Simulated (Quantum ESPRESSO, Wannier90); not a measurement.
**Wannierisation of SrTiO₃ (cubic perovskite)**

Structure: Materials Project mp-5229, symmetrised, not relaxed again. COD (Crystallography Open Database) records the formula in this space group. Ideal cubic forms of this type are often high-temperature phases that distort on cooling; symmetry holds the cell here, and its stability was not tested. Level: PBEsol, spinors with spin-orbit coupling; pw.x of Quantum ESPRESSO at 68 Ry with PseudoDojo potentials, 6×6×6 k-points, Wannier90. Density: 8×8×8 mesh, cold smearing 0.01 Ry.

On the energy scale of pw.x, whose zero is arbitrary, the valence-band maximum lies at 9.84 eV.

Input w.win:

```
num_bands = 54
num_wann = 28
exclude_bands = 1-22
spinors = true
num_iter = 400
conv_tol = 1.0e-6
conv_window = 4
dis_num_iter = 600
dis_conv_tol = 1.0e-6
dis_froz_max = 13.17
dis_mix_ratio = 1.0
write_hr = true
write_u_matrices = true
begin projections
f=0.49568,0.50871,0.50829: d
f=0.49929,-0.01261,0.50196: p
f=0.00571,0.50945,0.50644: p
f=0.51139,0.50370,0.00446: p
end projections
begin unit_cell_cart
ang
    3.9127000000    0.0000000000    0.0000000000
    0.0000000000    3.9127000000    0.0000000000
    0.0000000000    0.0000000000    3.9127000000
end unit_cell_cart
begin atoms_frac
Sr   0.0000000000  0.0000000000  0.0000000000
Ti   0.5000000000  0.5000000000  0.5000000000
O    0.5000000000  0.0000000000  0.5000000000
O    0.0000000000  0.5000000000  0.5000000000
O    0.5000000000  0.5000000000  0.0000000000
end atoms_frac
mp_grid = 6 6 6
begin kpoints
0.0000000000 0.0000000000 0.0000000000
0.0000000000 0.0000000000 0.1666666667
0.0000000000 0.0000000000 0.3333333333
... (213 more lines: the 6x6x6 mesh through Gamma)
end kpoints
```

Input of pw2wannier90.x that gives the overlap and projection files (equivalent; here they were cut from one run over all bands):

```
&inputpp
  outdir = './out'
  prefix = 'pwscf'
  seedname = 'w'
  write_amn = .true.
  write_mmn = .true.
/
```

Output w.wout (banner and timings cut):

```
                                    ------
                                    SYSTEM
                                    ------

                              Lattice Vectors (Ang)
                    a_1     3.912700   0.000000   0.000000
                    a_2     0.000000   3.912700   0.000000
                    a_3     0.000000   0.000000   3.912700

                   Unit Cell Volume:      59.90039  (Ang^3)

                        Reciprocal-Space Vectors (Ang^-1)
                    b_1     1.605844   0.000000   0.000000
                    b_2     0.000000   1.605844   0.000000
                    b_3     0.000000   0.000000   1.605844

 *----------------------------------------------------------------------------*
 |   Site       Fractional Coordinate          Cartesian Coordinate (Ang)     |
 +----------------------------------------------------------------------------+
 | sr   1   0.00000   0.00000   0.00000   |    0.00000   0.00000   0.00000    |
 | ti   1   0.50000   0.50000   0.50000   |    1.95635   1.95635   1.95635    |
 | o    1   0.50000   0.00000   0.50000   |    1.95635   0.00000   1.95635    |
 | o    2   0.00000   0.50000   0.50000   |    0.00000   1.95635   1.95635    |
 | o    3   0.50000   0.50000   0.00000   |    1.95635   1.95635   0.00000    |
 *----------------------------------------------------------------------------*
                                ------------
                                K-POINT GRID
                                ------------

             Grid size =  6 x  6 x  6      Total points =  216

 *---------------------------------- MAIN ------------------------------------*
 |  Number of Wannier Functions               :                28             |
 |  Number of Objective Wannier Functions     :                28             |
 |  Number of input Bloch states              :                54             |
 |  Output verbosity (1=low, 5=high)          :                 1             |
 |  Timing Level (1=low, 5=high)              :                 1             |
 |  Optimisation (0=memory, 3=speed)          :                 3             |
 |  Length Unit                               :               Ang             |
 |  Post-processing setup (write *.nnkp)      :                 F             |
 |  Using Gamma-only branch of algorithms     :                 F             |
 *----------------------------------------------------------------------------*
 *------------------------------- WANNIERISE ---------------------------------*
 |  Total number of iterations                :               400             |
 |  Number of CG steps before reset           :                 5             |
 |  Trial step length for line search         :             2.000             |
 |  Convergence tolerence                     :         0.100E-05             |
 |  Convergence window                        :                 4             |
 |  Iterations between writing output         :                 1             |
 |  Iterations between backing up to disk     :               100             |
 |  Write r^2_nm to file                      :                 F             |
 |  Write xyz WF centres to file              :                 F             |
 |  Write on-site energies <0n|H|0n> to file  :                 F             |
 |  Use guiding centre to control phases      :                 F             |
 |  Use phases for initial projections        :                 F             |
 *----------------------------------------------------------------------------*
 *------------------------------- DISENTANGLE --------------------------------*
 |  Using band disentanglement                :                 T             |
 |  Total number of iterations                :               600             |
 |  Mixing ratio                              :             1.000             |
 |  Convergence tolerence                     :         1.000E-06             |
 |  Convergence window                        :                 3             |
 *----------------------------------------------------------------------------*
 *-------------------------------- PLOTTING ----------------------------------*
 |  Plotting Hamiltonian in WF basis          :                 T             |
 *----------------------------------------------------------------------------*

       ... (k-mesh section left out)

 Starting a new Wannier90 calculation ...

 Reading overlaps from w.mmn

 Reading projections from w.amn

 *------------------------------- DISENTANGLE --------------------------------*
 +----------------------------------------------------------------------------+
 |                              Energy  Windows                               |
 |                              ---------------                               |
 |                   Outer:    5.15355  to   30.65679  (eV)                   |
 |                   Inner:    5.15355  to   13.17000  (eV)                   |
 +----------------------------------------------------------------------------+
   Number of target bands to extract:   28

                   Unitarised projection of Wannier functions
                   ------------------------------------------
   A_mn = <psi_m|g_n> --> S = A.A^+ --> U = S^-1/2.A
   In dis_project... done
   Using an inner window (linner = T)
   In dis_proj_froz... done

                   Extraction of optimally-connected subspace
                   ------------------------------------------
 +---------------------------------------------------------------------+<-- DIS
 |  Iter     Omega_I(i-1)      Omega_I(i)      Delta (frac.)           |<-- DIS
 +---------------------------------------------------------------------+<-- DIS
       1      23.97526126      23.83481020       5.893E-03    <-- DIS
       2      23.80753777      23.74061960       2.819E-03    <-- DIS
       3      23.72399433      23.68080970       1.824E-03    <-- DIS
       4      23.66931203      23.63867723       1.296E-03    <-- DIS
       5      23.63026387      23.60754625       9.623E-04    <-- DIS
       6      23.60120836      23.58396415       7.312E-04    <-- DIS
       ... (lines left out)
      37      23.49950818      23.49948755       8.782E-07    <-- DIS
      38      23.49948134      23.49946410       7.336E-07    <-- DIS
      39      23.49945891      23.49944447       6.144E-07    <-- DIS

             <<<      Delta < 1.000E-06  over  3 iterations     >>>
             <<< Disentanglement convergence criteria satisfied >>>

        Final Omega_I    23.49944447 (Ang^2)

 +----------------------------------------------------------------------------+

 Writing checkpoint file w.chk... done

 *------------------------------- WANNIERISE ---------------------------------*
 +--------------------------------------------------------------------+<-- CONV
 | Iter  Delta Spread     RMS Gradient      Spread (Ang^2)            |<-- CONV
 +--------------------------------------------------------------------+<-- CONV

 ------------------------------------------------------------------------------
 Initial State
  WF centre and spread    1  (  1.956735,  1.955821,  1.958475 )     0.63975212
  WF centre and spread    2  (  1.956735,  1.955821,  1.958475 )     0.63975211
  WF centre and spread    3  (  1.954914,  1.956375,  1.957157 )     0.85995039
  WF centre and spread    4  (  1.954914,  1.956375,  1.957157 )     0.85995040
  WF centre and spread    5  (  1.956282,  1.955989,  1.957565 )     0.85973471
  WF centre and spread    6  (  1.956282,  1.955989,  1.957565 )     0.85973472
  WF centre and spread    7  (  1.956672,  1.955486,  1.956041 )     0.63872723
  WF centre and spread    8  (  1.956672,  1.955486,  1.956041 )     0.63872723
  WF centre and spread    9  (  1.955996,  1.955477,  1.956386 )     0.85936296
  WF centre and spread   10  (  1.955996,  1.955477,  1.956386 )     0.85936298
  WF centre and spread   11  (  1.956330,  0.000071,  1.956775 )     1.00142204
  WF centre and spread   12  (  1.956330,  0.000071,  1.956775 )     1.00142204
  WF centre and spread   13  (  1.956142, -0.000125,  1.956375 )     1.00137140
  WF centre and spread   14  (  1.956142, -0.000125,  1.956375 )     1.00137139
  WF centre and spread   15  (  1.956288,  0.000291,  1.956256 )     0.71735138
  WF centre and spread   16  (  1.956288,  0.000291,  1.956256 )     0.71735138
  WF centre and spread   17  ( -0.000453,  1.956604,  1.956981 )     1.00200523
  WF centre and spread   18  ( -0.000453,  1.956604,  1.956981 )     1.00200523
  WF centre and spread   19  (  0.000122,  1.957121,  1.956850 )     0.71731002
  WF centre and spread   20  (  0.000122,  1.957121,  1.956850 )     0.71731002
  WF centre and spread   21  ( -0.000023,  1.956928,  1.956494 )     1.00149776
  WF centre and spread   22  ( -0.000023,  1.956928,  1.956494 )     1.00149776
  WF centre and spread   23  (  1.957918,  1.956348, -0.002491 )     0.71832920
  WF centre and spread   24  (  1.957918,  1.956348, -0.002491 )     0.71832920
  WF centre and spread   25  (  1.956722,  1.956450, -0.001063 )     1.00231396
  WF centre and spread   26  (  1.956722,  1.956450, -0.001063 )     1.00231396
  WF centre and spread   27  (  1.956650,  1.956654, -0.000916 )     1.00191069
  WF centre and spread   28  (  1.956650,  1.956654, -0.000916 )     1.00191069
  Sum of centres and spreads ( 43.040588, 43.038982, 43.041767 )    24.04207820

      0     0.240E+02     0.0000000000       24.0420781038  <-- CONV
        O_D=      0.0011691 O_OD=      0.5414645 O_TOT=     24.0420781 <-- SPRD
 ------------------------------------------------------------------------------
      1    -0.828E-01     0.1446454429       23.9592880212  <-- CONV
        O_D=      0.0008550 O_OD=      0.4589886 O_TOT=     23.9592880 <-- SPRD
      2    -0.448E-01     0.1734665464       23.9144396044  <-- CONV
        O_D=      0.0013060 O_OD=      0.4136891 O_TOT=     23.9144396 <-- SPRD
      3    -0.306E-01     0.1525489428       23.8838653445  <-- CONV
        O_D=      0.0008471 O_OD=      0.3835737 O_TOT=     23.8838653 <-- SPRD
      4    -0.207E-01     0.1459743047       23.8631367987  <-- CONV
        O_D=      0.0005102 O_OD=      0.3631822 O_TOT=     23.8631368 <-- SPRD
      5    -0.113E-01     0.1053054155       23.8518618141  <-- CONV
        O_D=      0.0003442 O_OD=      0.3520731 O_TOT=     23.8518618 <-- SPRD
       ... (lines left out)
     21    -0.484E-06     0.0006287729       23.8458361439  <-- CONV
        O_D=      0.0000057 O_OD=      0.3463860 O_TOT=     23.8458361 <-- SPRD
     22    -0.339E-06     0.0005551796       23.8458358046  <-- CONV
        O_D=      0.0000057 O_OD=      0.3463856 O_TOT=     23.8458358 <-- SPRD
     23    -0.212E-06     0.0004500497       23.8458355929  <-- CONV
        O_D=      0.0000057 O_OD=      0.3463854 O_TOT=     23.8458356 <-- SPRD
             <<<     Delta < 1.000E-06  over  4 iterations     >>>
             <<< Wannierisation convergence criteria satisfied >>>
 Final State
  WF centre and spread    1  (  1.956424,  1.956307,  1.956343 )     0.62786759
  WF centre and spread    2  (  1.956424,  1.956307,  1.956343 )     0.62786758
  WF centre and spread    3  (  1.956103,  1.956368,  1.956511 )     0.85883802
  WF centre and spread    4  (  1.956103,  1.956368,  1.956511 )     0.85883803
  WF centre and spread    5  (  1.956289,  1.956421,  1.956588 )     0.85885100
  WF centre and spread    6  (  1.956289,  1.956421,  1.956588 )     0.85885101
  WF centre and spread    7  (  1.956408,  1.956298,  1.956352 )     0.62785699
  WF centre and spread    8  (  1.956408,  1.956298,  1.956352 )     0.62785699
  WF centre and spread    9  (  1.956313,  1.956321,  1.956379 )     0.85884344
  WF centre and spread   10  (  1.956313,  1.956321,  1.956379 )     0.85884346
  WF centre and spread   11  (  1.956385,  0.000015,  1.956287 )     0.99482975
  WF centre and spread   12  (  1.956385,  0.000015,  1.956287 )     0.99482975
  WF centre and spread   13  (  1.956355, -0.000008,  1.956331 )     0.99483139
  WF centre and spread   14  (  1.956355, -0.000008,  1.956331 )     0.99483139
  WF centre and spread   15  (  1.956310, -0.000119,  1.956277 )     0.70744254
  WF centre and spread   16  (  1.956310, -0.000119,  1.956277 )     0.70744254
  WF centre and spread   17  ( -0.000058,  1.956341,  1.956303 )     0.99483344
  WF centre and spread   18  ( -0.000058,  1.956341,  1.956303 )     0.99483344
  WF centre and spread   19  (  0.000166,  1.956342,  1.956405 )     0.70710342
  WF centre and spread   20  (  0.000166,  1.956342,  1.956405 )     0.70710341
  WF centre and spread   21  ( -0.000011,  1.956366,  1.956331 )     0.99483494
  WF centre and spread   22  ( -0.000011,  1.956366,  1.956331 )     0.99483494
  WF centre and spread   23  (  1.956657,  1.956175, -0.000005 )     0.70711899
  WF centre and spread   24  (  1.956657,  1.956175, -0.000005 )     0.70711899
  WF centre and spread   25  (  1.956400,  1.956341,  0.000046 )     0.99483344
  WF centre and spread   26  (  1.956400,  1.956341,  0.000046 )     0.99483344
  WF centre and spread   27  (  1.956384,  1.956345,  0.000063 )     0.99483289
  WF centre and spread   28  (  1.956384,  1.956345,  0.000063 )     0.99483288
  Sum of centres and spreads ( 43.040247, 43.039026, 43.040422 )    23.84583569

         Spreads (Ang^2)       Omega I      =    23.499444468
        ================       Omega D      =     0.000005710
                               Omega OD     =     0.346385415
    Final Spread (Ang^2)       Omega Total  =    23.845835593
```
